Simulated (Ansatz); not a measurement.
Polymorphs of MoSe$_{2}$, each relaxed with DFT-PBE in the program Ansatz with PAW potentials:

A: fluorite or antifluorite type (Fm-3m)
a = b = c = 6.200 Å, α = β = γ = 90.00°

```json
[
 {"atom": "Mo", "site": "4a", "symmetry": "m-3m", "x": "0.0000", "y": "0.0000", "z": "0.0000"},
 {"atom": "Se", "site": "8c", "symmetry": "-43m", "x": "0.2500", "y": "0.2500", "z": "0.2500"}
]
```

B: P6_3/mmc
a = b = 3.3204 Å, c = 15.1306 Å, α = β = 90.00°, γ = 120.00°

```tsv
atom	site	symmetry	x	y	z
Mo	2c	-6m2	0.3333	0.6667	0.2500
Se	4f	3m.	0.6667	0.3333	0.1397
```

Q: Put the candidates in order of energy per atom at 0 K, lowest first, for PBE.

A: B (+0 meV/atom), A (+701 meV/atom)

Q: Give each one's gap.

A: A no gap; B 1.41 eV.

Constructed cells (a structure type filled with these elements, in neither database checked): A. Not the usual ambient phase: A. Relaxed far from the usual cell of the phase: B. Weakly bound layers, chains or molecules computed without a dispersion correction, so cells and soft constants are ill determined: B. All cells were relaxed under the symmetry of their starts (and spin orders); stability against distortions was not tested throughout. Rows with no word on spin ran without spin polarisation. Spin–orbit coupling is left out wherever it is not named.

Energies hold the estimated change up to a 700 eV cutoff; steps of a few meV lie near the error of the meshes.

Potentials: the earlier of the program's two PAW sets.
